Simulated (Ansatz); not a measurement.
**Structure relaxation, GaIr**

The start is a randomly generated symmetric cell of GaIr (space group No. 164). The cell and all atomic positions are relaxed at zero pressure with PBE (plane waves to 420 eV, PAW, scalar-relativistic; Ansatz, a quantum-chemistry and plane-wave program). The first steps use a coarse 8×8×6 k-mesh.

The start:
```
CELL_PARAMETERS angstrom
      4.50895     0.00000     0.00000
     -2.25447     3.90487     0.00000
      0.00000     0.00000     5.29913
ATOMIC_POSITIONS crystal
  Ga 0.33333 0.66667 0.64846
  Ga 0.66667 0.33333 0.35154
  Ga 0.00000 0.00000 0.00000
  Ir 0.50000 0.00000 0.00000
  Ir 0.00000 0.50000 0.00000
  Ir 0.50000 0.50000 0.00000
```

| Quantity | Result |
|---|---|
| Initial pressure | +126 GPa (positive: the cell is compressed) |
| Largest initial force | 9.13 eV/Å, on Ga1, Ga2 (atoms numbered as listed) |
| Outcome | The space group goes from P-3m1 (No. 164) to P6/mmm (No. 191); the end is AFLOW prototype AB_hP6_191_f_ad (B35, as in CoSn), with 6 atoms in the primitive cell |
| Energy released | 2.78 eV/atom |
| Volume change | +12.5 %, from 15.55 to 17.49 Å³/atom |
| Shortest distances (start → end) | The closest pairs of elements (up to four, under 3.6 Å), start → end: Ga–Ir 2.25 → 2.58 Å; Ir–Ir 2.25 → 2.72 Å; Ga–Ga 3.04 → 3.14 Å |
| Optimiser moves | 19 |

It ends as:

```cif
data_Ga3Ir3
_chemical_formula_sum 'Ga3 Ir3'
_space_group_name_H-M_alt 'P6/mmm'
_space_group_IT_number 191
_space_group_name_Hall '-P 6 2'
_cell_length_a 5.44225
_cell_length_b 5.44225
_cell_length_c 4.09068
_cell_angle_alpha 90.000
_cell_angle_beta 90.000
_cell_angle_gamma 120.000
loop_
_atom_site_label
_atom_site_type_symbol
_atom_site_symmetry_multiplicity
_atom_site_Wyckoff_symbol
_atom_site_fract_x
_atom_site_fract_y
_atom_site_fract_z
_atom_site_occupancy
Ga1 Ga 2 d 0.33333 0.66667 0.50000 1
Ga2 Ga 1 a 0.00000 0.00000 0.00000 1
Ir1 Ir 3 f 0.00000 0.50000 0.00000 1
```

Final values are on a 10×10×11 k-mesh of the relaxed cell. No spin polarisation in the result.

The run could not lose the symmetry of its start, so the end can be a saddle point.

The relaxed structure here is a generated cell of GaIr: the first start was made by a random draw of sites in a space group, and the end was not matched to a known phase here, so it may be hypothetical.
